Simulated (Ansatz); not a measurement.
Ca2H3Br in space group P-3m1 (No. 164; Ca on 2d, H on 2d, H on 1a, Br on 1b) under volume change, r²SCAN (plane waves, PAW; program Ansatz), shape and atoms relaxed at each volume.

```tsv
V (Å³/atom)	E − E(relaxed) (meV/atom)	P (GPa)
13.647	___	___
14.097	8.4	3.14
14.547	___	___
14.997	0.0	0.00
15.447	1.8	-1.23
15.897	6.8	-2.29
16.347	14.5	-3.20
```

Fill in the missing entries.


- 13.647, E − E(relaxed) (meV/atom): 19.9
- 13.647, P (GPa): 5.12
- 14.547, E − E(relaxed) (meV/atom): 2.0
- 14.547, P (GPa): 1.45

What does a third-order Birch–Murnaghan fit give for V₀, B₀ and B′?

V₀ = 15.00 Å³/atom, B₀ = 44.5 GPa, B′ = 4.2.

The workflow started from a Materials Project entry (that database holds measured and hypothetical structures alike); the Crystallography Open Database copy checked does not list it. Its standing as an ambient phase is unchecked. The r²SCAN relaxation kept the symmetry of its start; its stability against distortions is not shown here.

Potentials: the later of the program's two PAW sets.
